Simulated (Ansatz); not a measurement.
GaSb (zinc blende)

```yaml
crystal:
  lattice:
    - [0.00000, 3.06677, 3.06677]
    - [3.06677, 0.00000, 3.06677]
    - [3.06677, 3.06677, 0.00000]
  atoms:
    - { symbol: Sb, position: [0.75000, 0.75000, 0.75000] }
    - { symbol: Ga, position: [0.00000, 0.00000, 0.00000] }
```

This relaxed cell (volume V₀) is scaled evenly in all directions, its shape held. Symmetry pins the atoms to their sites.

Calculation: r2SCAN (plane waves to 500 eV, PAW, scalar-relativistic; Ansatz, a first-principles code). k mesh 13×13×13 (Γ-centred), Fermi-Dirac smearing 0.05 eV. Stress and pressure are positive under compression. GaSb was relaxed with its symmetry unable to fall. Spin-orbit coupling is left out, though Sb is heavy. The PAW data are Ansatz's earlier set.

At one point of the scan the stress tensor (GPa) is:

```
   -4.8      0.0      0.0
    0.0     -4.8      0.0
    0.0      0.0     -4.8
```

**Question.** Which point is it?
A. V/V₀ = 1.096
B. V/V₀ = 1.128
C. V/V₀ = 1.032
D. V/V₀ = 1.064

**Answer.** B, V/V₀ = 1.128

(Under strain, the slope of the energy per volume gives the stress and its curvature an elastic modulus.)
